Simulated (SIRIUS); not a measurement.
A self-consistent single point of MoSeS (P-1, 6 atoms in the cell; from Materials Project mp-1221404, changed as shown).

```xyz
6
Lattice="3.3176 0.0000 0.0000 -1.6263 2.8168 0.0000 0.0000 0.0000 13.6173" Properties=species:S:1:pos:R:3 pbc="T T T"
Mo     0.0000     0.0000     3.5289
Mo     0.0000     0.0000    10.0884
Se     1.6696     0.9389    11.7774
Se     0.0217     1.8778     1.8398
S      0.0217     1.8778     5.0464
S      1.6696     0.9389     8.5708
```

All values come from this method and carry its errors: PBEsol, GBRV PBEsol ultrasoft pseudopotentials (plane waves; SIRIUS 7.12.0).

SIRIUS settings:

| key | value |
|---|---|
| parameters.ngridk | 6 6 2 |
| parameters.xc_functionals | [XC_GGA_X_PBE_SOL, XC_GGA_C_PBE_SOL] |
| parameters.gk_cutoff | 6.325 1/bohr |
| parameters.pw_cutoff | 14.143 1/bohr |
| parameters.smearing | gaussian |
| parameters.smearing_width | 0.000734986 Ha |
| potentials | GBRV PBEsol ultrasoft pseudopotentials |
| parameters.electronic_structure_method | pseudopotential |
| parameters.num_bands | 31 |
| parameters.num_mag_dims | 0 |
| parameters.num_dft_iter | 100 |
| parameters.energy_tol | 1e-07 Ha |
| parameters.density_tol | 1e-06 |
| mixer.type | broyden2 |
| mixer.beta | 0.3 |
| mixer.use_hartree | false |

Estimate, at this level of theory: gap on the k-point mesh, pressure and largest force (vector length).

The run gave:

```
Item                                Value
-----------------------------  ----------
Gap on the k-point mesh           0.90 eV
Pressure                        -5.30 GPa
Largest force (vector length)  0.357 eV/Å
```

Gaps are taken between levels on the mesh.

For comparison: a first run was changed to give this one (lattice vector a scaled by 1.02), and from it to this one the free energy goes up by 15.5 meV/atom, the pressure goes from -3.19 to -5.30 GPa, the largest force goes from 0.169 to 0.357 eV/Å and the gap on the mesh goes from 1.018 to 0.897 eV.

The structure comes from a collection of computed structures, made at another level of theory; the collection holds predicted forms beside known ones.

Cost on one core: about 5 core-minutes (a rough figure).
